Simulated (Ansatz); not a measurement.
A structure of PbSe relaxed with PBEsol (plane waves to 420 eV, PAW, scalar-relativistic; Ansatz, a first-principles code); single points at other levels follow on the same geometry (Ansatz, PAW; HSE06 at 420 eV on a 6×6×6 k-mesh; no spin-orbit coupling). Space group Fm-3m (No. 225).

```
CELL_PARAMETERS angstrom
      0.00000     3.05080     3.05080
      3.05080     0.00000     3.05080
      3.05080     3.05080     0.00000
ATOMIC_POSITIONS crystal
  Pb 0.00000 0.00000 0.00000
  Se 0.50000 0.50000 0.50000
```

```tsv
level	gap (eV)	kind	conduction minimum
PBEsol	0.17	direct	L
HSE06	?	–	?
```

Q: Some entries are withheld; supply them.

A: 
- HSE06, gap (eV): 0.65
- HSE06, conduction minimum: L

HSE06 gaps come from a coarse mesh plus a few chosen points, so they may be too large. No spin polarisation in the result.

The run could not lose the symmetry of its start; a randomly shaken copy of 4 atoms returns to this structure.
